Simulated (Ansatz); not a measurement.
ZrH in space group P4_2/mmc (No. 131; Zr on 2d, H on 2f), PBE (plane waves, PAW; program Ansatz), all energies at zero smearing, with the estimated change up to a 700 eV cutoff added, with one set of potentials and settings (totals compare only within such a set). Cell of 4 atoms (2 Zr, 2 H): -8401.151 eV.

```tsv
element	reference phase	E (eV/atom)
Zr	P6_3/mmc, 2 atoms in the cell	-4183.8362
H	Cmce, 4 atoms in the cell	-15.8838
```

Formation energy per atom, worked out: (-8401.151 − 2×(-4183.8362) − 2×(-15.8838))/4 = -0.428 eV/atom (-41 kJ per mol of atoms), at 0 K, without zero-point energy or fitted corrections.

The first step of the workflow began from a Materials Project structure, measured or hypothetical; the Crystallography Open Database files this formula in space group No. 131, but the cells were not matched. Whether it is the stable phase at ambient conditions was not checked. The cell was relaxed with PBE under the symmetry of its start; its stability against distortions is not shown here. No spin polarisation was allowed. The references are the lowest solids computed at this level, not always the standard phases (solids in place of the gases).

Potentials: the later of the program's two PAW sets.
